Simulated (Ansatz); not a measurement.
Ni3Si (Cu3Au type)

```
Ni3Si
1.0
    3.46107     0.00000     0.00000
    0.00000     3.46107     0.00000
    0.00000     0.00000     3.46107
Si Ni
1 3
Cartesian
  0.00000   0.00000   0.00000
  0.00000   1.73053   1.73053
  1.73053   0.00000   1.73053
  1.73053   1.73053   0.00000
```

The slice is a {110} plane (indices of the conventional cell) through the point (0.000, 0.000, 0.000) (fractional), spanned by u = [100] and v = [011] in vectors of this cell: u (3.46 Å) and v (4.89 Å, at 90° to u). It covers one period; positions are fractions (u, v).

All values below come from PBEsol (plane waves to 420 eV, PAW, scalar-relativistic; Ansatz, a first-principles code). k mesh 13×13×13. Near the nuclei the fields are pseudised (PAW); where an atom keeps semicore shells as valence, they peak there. At this level the bands of Ni3Si touch or barely overlap. Ni3Si is run without spin polarisation. Ni3Si was relaxed with its symmetry unable to fall.

### Question
What is the ELF at the density minimum of the shortest Si–Ni line in this plane (2.45 Å)?

### Answer
0.5.

### Question
The ELF has a maximum in the middle third of the Si–Ni line. Where, and how high?

### Answer
0.62, 0.9 Å from Si.

### Question
What is the valence density on the shortest Si–Ni line in this plane (2.45 Å), at its minimum between the atoms?

### Answer
0.38 e/Å³.

### Question
Predict the map of the electrostatic potential energy of an electron, from the cell's mean on the slice.

### Answer
```
|xxxxxxxx00557788775500xxxxxx|
|xxxxxxxx11557777775511xxxxxx|
|xxxxxx004455666666554400xxxx|
|xx00114455555544555555441100|
|2233446666665544556666664433|
|xx00336666665555556666663300|
|xxxxxx336677776677776633xxxx|
|xxxxxxxx44778888887744xxxxxx|
|xxxxxxxx22779999997722xxxxxx|
|xxxxxxxxxx7799999977xxxxxxxx|
|xxxxxxxx22779999997722xxxxxx|
|xxxxxxxx44778888887744xxxxxx|
|xxxxxx336677776677776633xxxx|
|xx00336666665555556666663300|
|2233446666665544556666664433|
|xx00114455555544555555441100|
|xxxxxx004455666666554400xxxx|
|xxxxxxxx11557777775511xxxxxx|
|xxxxxxxx00557788775500xxxxxx|
|xxxxxxxxxx4477887744xxxxxxxx|
```
Scale: ten equal steps from 6.00 (start of '0') to 14.94 (end of '9'), in the order '0123456789'. Values: electrostatic potential energy of an electron, from the cell's mean, in eV. The map has 14 points along u (two characters each, u = 0 at the left) and 20 along v (v = 0 in the bottom row). Points within 1 Å of a nucleus are blanked (x), as the pseudised field means little there. Values under 6 eV are set to 6. The zero, the cell's mean, hangs on the PAW cores.
